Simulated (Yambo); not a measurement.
# SrClF: sweep of GW parameters

G0W0@LDA for SrClF (space group P4/nmm, No. 129) in Yambo. Reference settings: 4×4×2 Γ-centred k mesh, 131 bands and a 6 Ry block in the screening, 131 bands in G with the Bruneval-Gonze terminator, plasmon pole fitted at 27.2 eV. The LDA gap Γ → Γ on this mesh is 5.64 eV; G0W0 gaps are taken between the same points.

| change from the reference | G0W0 gap Γ → Γ (eV) | shift of the valence edge (eV) | rough Yambo cost |
|---|---|---|---|
| reference settings | 8.80 | -1.73 | 1 |
| 55 bands in W, 55 bands in G | 9.03 | -1.45 | about 1/3 |
| 88 bands in W, 88 bands in G | 8.87 | -1.64 | within a factor of two |
| 55 bands in G | 8.82 | -1.59 | – |
| 88 bands in G | 8.81 | -1.70 | – |
| 66 bands in W | 8.93 | -1.60 | about 1/2 |
| 1 Ry block | 8.73 | -1.56 | within a factor of two |
| 3 Ry block | 8.58 | -1.56 | within a factor of two |
| 5 Ry block | 8.75 | -1.70 | within a factor of two |
| no random integration | 8.72 | -1.55 | – |
| 55 bands in G, no terminator | 8.76 | -0.99 | – |
| 88 bands in G, no terminator | 8.79 | -1.41 | – |
| no terminator | 8.79 | -1.58 | – |

The reference isn't shown to be the converged limit. Costs are rough (shared machines), scaled to the same edge states, and given only for runs that recompute the screening.

Geometry of the Materials Project entry, not relaxed at this level; primitive cell a = 4.130 Å, b = 4.130 Å, c = 6.977 Å, α = 90.00°, β = 90.00°, γ = 90.00°.

A shift is the quasiparticle energy of the state minus its LDA energy.
